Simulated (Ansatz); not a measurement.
The cell is NiOSe as a Janus 1T monolayer; cell and atoms were relaxed with r2SCAN. In-plane lattice: a = 3.142 Å, b = 3.142 Å, γ = 120.0°; thickness between the outer nuclei 2.22 Å. Ni has 3 O at 2.00 Å and 3 Se at 2.28 Å; O has 3 Ni at 2.00 Å; Se has 3 Ni at 2.28 Å.

```
Ni O Se
1.0
     3.14206    0.00000    0.00000
    -1.57103    2.72111    0.00000
     0.00000    0.00000   28.91779
Ni O Se
1 1 1
Direct
  0.00000 0.00000 0.31737
  0.33333 0.66667 0.34655
  0.66667 0.33333 0.26976
```
Two periodic directions, a and b.

3 runs of the plane-wave code Ansatz on this cell differ in the functional (and in the settings that go with it). Levels are in eV from each run's valence top; v1 is the last filled band, c1 the first empty one.

Run A, mean stress 0.0 N/m (compression positive):

| point | v2 | v1 | c1 | c2 |
| --- | --- | --- | --- | --- |
| Γ | 0.00 | 0.00 | 2.73 | 2.73 |
| M | -1.74 | -0.95 | 1.37 | 2.00 |
| K | -1.69 | -1.00 | 0.08 | 1.99 |
| K–Γ (0.60) | -0.64 | -0.02 | 1.07 | 1.73 |

Run B, mean stress -1.4 N/m (compression positive):

| point | v2 | v1 | c1 | c2 |
| --- | --- | --- | --- | --- |
| Γ | 0.00 | 0.00 | 3.43 | 3.43 |
| M | -2.18 | -1.47 | 2.09 | 2.72 |
| K | -2.56 | -1.89 | 0.61 | 2.79 |
| K–Γ (0.60) | -1.01 | -0.28 | 1.63 | 2.41 |

Run C, mean stress -3.4 N/m (compression positive):

| point | v2 | v1 | c1 | c2 |
| --- | --- | --- | --- | --- |
| Γ | -0.07 | -0.07 | 2.52 | 2.52 |
| M | -1.48 | -0.90 | 1.15 | 1.78 |
| K | -1.43 | -0.77 | -0.14 | 1.73 |
| K–Γ (0.60) | -0.54 | 0.00 | 0.81 | 1.49 |

Question: Match the runs to LDA, r2SCAN, HSE06.

Answer: A is r2SCAN, B is HSE06, C is LDA. In order of the gap: LDA none (overlap 0.14), r2SCAN 0.08, HSE06 0.61 eV. The stress vanishes for r2SCAN, which relaxed the cell.

(Calculated; spin-unpolarised; the phase may be known or hypothetical.)

The runs are scalar-relativistic, without spin-orbit coupling.

The stress of a hybrid is loosely converged in these runs.

Where bands overlap, v1 and c1 are numbered by the electron count and aren't everywhere filled or empty.

Overlapping bands make a metal at that level, for which these meshes are coarse; small forces, stresses and energy differences are uncertain. A small overlap in a semilocal functional can be an artefact that a hybrid or GW lifts.

Where an edge lies off the special points, it is a point of the mesh or the k point where a search put PBE's edge or least direct gap, reused for the other functionals, whose own edges may lie a little apart.

The meshes of the hybrids are coarse, so their gaps aren't converged to the digits shown.

For some runs the program warns that the potential is rough where the density is thin, which bears on empty states near the vacuum.
